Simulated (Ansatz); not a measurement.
GaCuSe2 (chalcopyrite)

```cif
data_Cu4Ga4Se8
_chemical_formula_sum 'Cu4 Ga4 Se8'
_space_group_name_H-M_alt 'I-42d'
_space_group_IT_number 122
_space_group_name_Hall 'I -4 2bw'
_cell_length_a 5.67202
_cell_length_b 5.67202
_cell_length_c 11.26317
_cell_angle_alpha 90.000
_cell_angle_beta 90.000
_cell_angle_gamma 90.000
loop_
_atom_site_label
_atom_site_type_symbol
_atom_site_symmetry_multiplicity
_atom_site_Wyckoff_symbol
_atom_site_fract_x
_atom_site_fract_y
_atom_site_fract_z
_atom_site_occupancy
Cu1 Cu 4 a 0.00000 0.00000 0.00000 1
Ga1 Ga 4 b 0.00000 0.00000 0.50000 1
Se1 Se 8 d 0.25000 0.25623 0.37500 1
```
(The calculation used a cell of 8 atoms; values per cell refer to that cell.)

This relaxed cell (volume V₀) is scaled evenly in all directions, its shape held. The atoms relax within the cell's symmetry.

Computed with PBE (plane waves to 420 eV, PAW, scalar-relativistic; Ansatz, an electronic-structure program). k mesh 8×8×8 (Γ-centred), Fermi-Dirac smearing 0.05 eV. E stands for the smeared free energy. Compression counts positive. At this level the bands of GaCuSe2 touch or barely overlap; measurements give the solid a gap. GaCuSe2 is run without spin polarisation. GaCuSe2 was relaxed with its symmetry unable to fall. The PAW data are Ansatz's earlier set. ΔE is measured from the relaxed starting cell.

Task: Predict the ΔE (meV/atom) and P (GPa) at V/V₀ = 0.840, 0.904, 1.032, 1.064, 1.096.

Result: 
```tsv
V/V₀	ΔE (meV/atom)	P (GPa)
0.840	153	16.0
0.904	48	7.8
1.032	4	-1.8
1.064	15	-3.2
1.096	33	-4.4
```

(A scan under strain: stresses follow from slopes of the energy per volume, elastic moduli from its curvatures.)
